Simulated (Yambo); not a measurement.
# Li2WS4 monolayer: lowest vertical excitons

```
Li2WS4
1.0
    5.97484     0.00000     0.00000
    0.00000     5.97484     0.00000
    0.00000     0.00000    15.50000
Li S W
2 4 1
Direct
  0.00000   0.50000   0.00000
  0.50000   0.00000   0.00000
  0.78516   0.78516   0.07968
  0.78516   0.21484   0.92032
  0.21484   0.21484   0.07968
  0.21484   0.78516   0.92032
  0.00000   0.00000   0.00000
```

The layer was cut from Materials Project entry mp-753195 and relaxed with PBEsol in a cell 15.5 Å high, with the Coulomb interaction truncated along z.

BSE in Yambo on PBEsol (Quantum ESPRESSO, PseudoDojo norm-conserving, 74 Ry, scalar-relativistic) bands: 4×4×1 mesh, 12 valence and 18 conduction bands, static screening with 129 bands and a 3 Ry block, scissor 3.20 eV, Tamm-Dancoff, stochastic integration of W near q = 0; field along x.

```tsv
state	energy (eV)	states within 2 meV	relative strength	class	main transitions
1	2.72	1	0.04	weak	several band pairs
2	2.72	1	0.04	weak	several band pairs
3	3.24	1	0.12	weak	several band pairs
4	3.28	1	1.00	strong	several band pairs
5	3.29	1	0.88	strong	several band pairs
6	3.43	1	< 0.01	dark	several band pairs
7	3.56	1	< 0.01	dark	several band pairs
8	3.80	1	< 0.01	dark	several band pairs
```

These are vertical excitations (zero momentum); the indirect quasiparticle gap, about 5.53 eV, is smaller than the direct one (5.66 eV on the GW mesh). The direct quasiparticle gap on this mesh is 5.66 eV; counted from there, state 1 is bound by 2.94 eV. Convergence with the mesh was not shown.

Spin singlets only. Strengths are relative to the strongest of the lowest states of this run; strong means a line over 3 % of the spectrum's maximum, dark under 0.03 %. Absolute energies carry the error of the G0W0 scissor, whose convergence isn't established.

Without spin-orbit coupling, band edges of such heavy elements can be off by tenths of an eV.

This is a model layer cut from the bulk structure; whether it is stable on its own was not checked.
